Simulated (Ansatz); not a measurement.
All numbers below come from DFT PBE, scalar-relativistic, plane waves, PAW (Ansatz 0.2.0). Settings: cutoff 420 eV, Γ-centred meshes spaced at most about 0.3 Å⁻¹, and about 0.25 Å⁻¹ or finer for metals (2π included), Gaussian smearing. No spin polarisation in the final relaxations.

All energies are static (0 K, no zero-point motion). All come from trial cells, and lower structures may exist.

Question: Which of these relaxed structures of In2C is the lowest in energy?
1.

```xyz
3
Lattice="3.5636 0.0000 0.0000 -1.7818 3.0862 0.0000 0.0000 0.0000 5.0115" Properties=species:S:1:pos:R:3 pbc="T T T"
In    0.0000    2.0575    3.7727
In    1.7818    1.0287    1.2388
C     0.0000    0.0000    0.0000
```

2.

```xyz
3
Lattice="0.0000 3.0923 3.0923 3.0923 0.0000 3.0923 3.0923 3.0923 0.0000" Properties=species:S:1:pos:R:3 pbc="T T T"
In    1.5462    1.5462    1.5462
In    4.6385    4.6385    4.6385
C     0.0000    0.0000    0.0000
```

3.

```xyz
6
Lattice="3.7516 0.0000 0.0000 0.0000 3.7516 0.0000 0.0000 0.0000 8.8909" Properties=species:S:1:pos:R:3 pbc="T T T"
In    0.0000    1.8758    7.6832
In    0.0000    1.8758    3.2378
In    1.8758    0.0000    5.6531
In    1.8758    0.0000    1.2076
C     0.0000    0.0000    4.4454
C     1.8758    1.8758    0.0000
```

4.

```xyz
3
Lattice="3.1802 0.0000 0.0000 0.0000 3.1802 0.0000 0.0000 0.0000 5.7463" Properties=species:S:1:pos:R:3 pbc="T T T"
In    1.5901    1.5901    4.3340
In    1.5901    1.5901    1.4123
C     0.0000    0.0000    0.0000
```

Answer: 1. It has the anti-cadmium iodide type, space group P-3m1 (No. 164); the next, 3, with space group P4_2/nmc (No. 137), lies 119 meV/atom higher. Counting C atoms around In (those within 1.25 times the shortest such distance or 1.15 times the sum of covalent radii), the lowest has In 3 and the next has In 2. Even the lowest lies +0.88 eV/atom against the elements.

With atoms moved at random, P-3m1 came back. Other cells relaxed within their symmetry can be saddle points. Some types were kept out of the candidates beforehand, so the set may lack a known form.
